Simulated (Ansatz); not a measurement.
A plane-wave DFT run in Ansatz 0.2.0 (scalar-relativistic PAW potentials unless the input names others): input and command.

```yaml
crystal:
  lattice:
    - [2.1405113132, 1.2358247829, 6.277124414]
    - [-2.1405113132, 1.2358247829, 6.277124414]
    - [0.0, -2.4716495658, 6.277124414]
  atoms:
    - { symbol: Tl, position: [0.0, 0.0, 0.0] }
    - { symbol: Br, position: [0.7584939951, 0.7584939951, 0.7584939951] }
    - { symbol: Br, position: [0.2415060049, 0.2415060049, 0.2415060049] }
basis:
  ecutwfc: 500
kpoints:
  mp_grid: { grid: [12, 12, 12] }
hamiltonian:
  xc: r2scan
scf:
  occupations: { method: gaussian, width: 0.1 }
  max_iter: 80
output:
  forces: true
  eigenvalues: true
  stress: true
total_charge: -6
```

```bash
ansatz run input.yaml --threads 1 --pin off --max-ram 2560MiB --backend cpu --events-out ev --progress --plain --runs-dir out
```

Abridged log:
```
Pseudopotentials: kind: paw
Pseudopotential: Tl, paw, valence charge 13, recommended cutoff 500 eV (meta_gga)
Pseudopotential: Br, paw, valence charge 7, recommended cutoff 500 eV (meta_gga)
Functional definition: r2SCAN
Crystal: 3 atoms, lattice volume = 99.629 Å³
Basis set: ecut = 500 eV, 2561 PW (Γ), FFT grids on a1−a3, a2−a3, a3, exchange–correlation on 128×128×200 points (64 copies of the dense FFT grid, shifted against one another)
Bands: 21, of which v1, the nominal top of the filled ones, is band 17 counted from 1 (16 counted from 0)
Symmetry: 12 space group operations
Space group: R-3m (ITA 166), of the structure as read, at distance tolerance 4.6e-5 Å
k-points: 189 of 1728
Initial density: superposition of atomic densities (neutral atoms scaled as one to the charged cell's electrons: chi_scale 0, normalization atom), corrected by the library's trained network
Initial wavefunctions: pseudopotential atomic-orbital guess
Functional: x = r2scan, c = r2scan; τ floored in thin density (d = 2e-4 eV/Å³)
SCF iter   1: F=—  HF=-17081.116422 eV  |F-HF|=—  |Δ(HF+E_count)|=         —  Δρ=5.75e-1  dr2=7.55e2  dr2_τ=1.01e1  ethr=1.77e-3  ⟨swp⟩=7.9  Hψ=24149  notcnv=0
SCF iter   2: F=—  HF=-17015.015731 eV  |F-HF|=—  |Δ(HF+E_count)|=    6.61e1  Δρ=1.74e-1  dr2=4.68e1  dr2_τ=9.06e0  ethr=1.77e-3  ⟨swp⟩=4.4  Hψ=19568  notcnv=0  defer=11
SCF iter   3: F=—  HF=-17000.954755 eV  |F-HF|=—  |Δ(HF+E_count)|=    1.41e1  Δρ=6.92e-2  dr2=5.06e0  dr2_τ=7.35e-1  ethr=1.77e-3  ⟨swp⟩=5.3  Hψ=14315  notcnv=0  defer=42
SCF iter   4: F=—  HF=-17000.466287 eV  |F-HF|=—  |Δ(HF+E_count)|=   4.88e-1  Δρ=2.48e-2  dr2=1.63e0  dr2_τ=1.80e-2  ethr=1.77e-3  ⟨swp⟩=3.4  Hψ=10138  notcnv=0  defer=9
SCF iter   5: F=—  HF=-17000.220830 eV  |F-HF|=—  |Δ(HF+E_count)|=   2.45e-1  Δρ=1.39e-2  dr2=3.39e-1  dr2_τ=5.37e-3  ethr=1.77e-3  ⟨swp⟩=4.2  Hψ=8351  notcnv=0  defer=8
SCF iter   6: F=—  HF=-17000.126832 eV  |F-HF|=—  |Δ(HF+E_count)|=   9.40e-2  Δρ=3.37e-3  dr2=1.69e-2  dr2_τ=1.52e-3  ethr=1.03e-3  ⟨swp⟩=3.1  Hψ=8586  notcnv=0  defer=10
SCF iter   7: F=—  HF=-17000.126812 eV  |F-HF|=—  |Δ(HF+E_count)|=   2.00e-5  Δρ=1.38e-3  dr2=4.65e-3  dr2_τ=5.23e-5  ethr=5.13e-5  ⟨swp⟩=2.1  Hψ=6970  notcnv=0  defer=6
SCF iter   8: F=—  HF=-17000.126344 eV  |F-HF|=—  |Δ(HF+E_count)|=   4.68e-4  Δρ=2.62e-4  dr2=9.84e-5  dr2_τ=1.81e-6  ethr=1.41e-5  ⟨swp⟩=2.1  Hψ=6555  notcnv=0  defer=5
SCF iter   9: F=—  HF=-17000.126467 eV  |F-HF|=—  |Δ(HF+E_count)|=   1.23e-4  Δρ=5.40e-5  dr2=4.19e-6  dr2_τ=3.44e-7  ethr=2.98e-7  ⟨swp⟩=2.1  Hψ=7218  notcnv=0  defer=5
SCF iter  10: F=—  HF=-17000.126472 eV  |F-HF|=—  |Δ(HF+E_count)|=   4.99e-6  Δρ=2.45e-5  dr2=7.98e-7  dr2_τ=4.33e-8  ethr=1.27e-8  ⟨swp⟩=2.2  Hψ=7042  notcnv=0  defer=5
SCF iter  11: F=-17000.126473 eV  HF=-17000.126473 eV  |F-HF|=2.28e-8  |Δ(HF+E_count)|=   3.70e-7  Δρ=6.30e-6  dr2=7.56e-8  dr2_τ=4.08e-9  ethr=3.03e-10  ⟨swp⟩=7.9  Hψ=27822  notcnv=0
SCF 1 converged in 11 iterations: F = -17000.126473 eV  dr2 = 7.56e-8
SCF converged after 11 iterations
Free energy (F): -17000.126473 eV
Harris-Foulkes:  -17000.126473 eV  (|F-HF|=2.28e-8)
Internal energy: -17000.112970 eV  (E = F + TS)
E sigma→0 (E₀):  -17000.119721 eV
Entropy (-TS):   -0.013502 eV (-4.501 meV/atom)
Fermi energy:    8.949206 eV
--- Forces (eV/Å), atoms counted from 1 ---
  atom   1  Tl     0.00000000     0.00000000     0.00000000
  atom   2  Br     0.00000000     0.00000000     4.06852284
  atom   3  Br     0.00000000     0.00000000    -4.06852284
--- Stress (GPa, compression-positive) ---
       20.577549       0.000000       0.000000
        0.000000      20.577549       0.000000
        0.000000       0.000000      19.783189
  P = ⅓ Tr σ = 20.3128 GPa (203.128 kbar)
```

Problem. What should be changed?

Solution. The fault is a net charge on a solid that should be neutral, 6 electrons a cell too many, offset by a uniform background, so that energy and pressure hang on that convention (total_charge: not typed → -6, the first being the value of the sound run). Setting it back cures it. The run converged all the same, with a total energy on another zero, pressure 20.31 GPa (with the neutralising background of the charged cell), largest force 4.069 eV/Å, no gap on the mesh, so convergence alone doesn't show that an input is right. A reference run on usual settings, whose relaxation ended at this geometry, converged, and the end of its own relaxation has pressure 0.00 GPa, largest force 0.006 eV/Å, no gap on the mesh.

It took 97 s on 1 thread of Arm Neoverse V1, on a shared host, peak memory 0.83 GiB.